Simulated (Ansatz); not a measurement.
Here is the system:

TiAl2O5:
```
TiAl2O5
1.0
    1.81558    -4.72216     0.00000
    1.81558     4.72216     0.00000
    0.00000     0.00000     9.53096
Ti Al O
2 4 10
Cartesian
  1.81558   3.51596   0.58848
  1.81558  -3.51596   5.35395
  1.81558   3.37985   4.11343
  1.81558  -3.37985   8.87891
  1.81558   2.92562   7.18682
  1.81558  -2.92562   2.42134
  1.81558   4.18042   5.83733
  1.81558  -4.18042   1.07186
  1.81558   4.30247   8.39159
  1.81558  -4.30247   3.62611
  1.81558   2.39851   2.42112
  1.81558  -2.39851   7.18659
  1.81558   1.73706   5.52430
  1.81558  -1.73706   0.75882
  1.81558   1.81767   8.82633
  1.81558  -1.81767   4.06086
```

This is the PBEsol-relaxed structure. Cartesian axes are those of the cell as given.

Question: All from plane-wave PAW PBEsol (Ansatz code), unless another level is named. Give the electronic dielectric constant ε∞ (DFPT).

Answer: 4.29 (xx), 4.25 (yy), 3.94 (zz).

Question: Predict the static dielectric constant ε0 (ions relaxed, cell fixed).

Answer: 13.0 (xx), 14.0 (yy), 17.7 (zz).

Question: What about the Born charges (a third of the trace)?

Answer: Ti +4.92, Al +2.96 to +3.17, O -2.61 to -1.98 e.

Space group Cmc2_1. The workflow started from a Materials Project entry (that database holds measured and hypothetical structures alike); the Crystallography Open Database copy checked does not list it. Whether it is the stable phase at ambient conditions was not checked. The cell was relaxed with PBEsol under the symmetry of its start; its stability against distortions is not shown here. No spin polarisation was allowed.

Potentials: the later of the program's two PAW sets.
